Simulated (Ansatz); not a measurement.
Starting cell, LiF (rock salt):

```xyz
4
Lattice="0.0000 3.9902 3.9902 1.9951 1.9951 3.9902 1.9951 1.9951 0.0000" Properties=species:S:1:pos:R:3 pbc="T T T"
F      0.0000     0.0000     0.0000
F      1.9951     3.9902     5.9853
Li     1.9951     5.9853     5.9853
Li     1.9951     3.9902     3.9902
```

The atoms are displaced by Q × the pattern below (from a DFPT mode at X = (0.5, 0.5, 0.0), largest move 1; Q in Å), at fixed cell. It is one choice among 2 degenerate patterns. (q is in reciprocal vectors of the primitive cell; the cell shown is doubled to hold the pattern.)

```tsv
atom	x	y	z
F1	0.000	-0.229	0.000
F2	0.000	0.229	0.000
Li3	0.000	-1.000	0.000
Li4	0.000	1.000	0.000
```

All values below come from r2SCAN (plane waves to 500 eV, PAW, scalar-relativistic; Ansatz, an electronic-structure program). k mesh 14×14×14 (Γ-centred), Fermi-Dirac smearing 0.05 eV. The energy includes the smearing's −TS. Stress and pressure are positive under compression. LiF was relaxed with its symmetry unable to fall. ΔE is measured from the undisplaced structure.

```tsv
Q (Å)	ΔE (eV/cell)	−dE/dQ from forces (eV/Å)	P (GPa)
-0.180	?	1.833	2.69
-0.150	0.0936	1.394	1.82
-0.120	0.0574	1.030	1.14
-0.090	0.0312	?	?
-0.060	?	0.460	0.28
-0.030	0.0033	0.223	0.07
0.000	0.0000	0.000	0.00
0.030	0.0033	-0.223	0.07
0.060	?	-0.460	0.28
0.090	0.0312	?	?
0.120	0.0574	-1.030	1.14
0.150	0.0936	-1.394	1.82
0.180	?	-1.833	2.69
```

Problem. Complete the blanks.

Solution. 
- -0.180, ΔE (eV/cell): 0.1418
- -0.090, −dE/dQ from forces (eV/Å): 0.724
- -0.090, P (GPa): 0.63
- -0.060, ΔE (eV/cell): 0.0135
- 0.060, ΔE (eV/cell): 0.0135
- 0.090, −dE/dQ from forces (eV/Å): -0.724
- 0.090, P (GPa): 0.63
- 0.180, ΔE (eV/cell): 0.1418

(For displaced atoms, the force is minus the slope of the energy, and its curvature is a force constant, which sets phonon frequencies.)
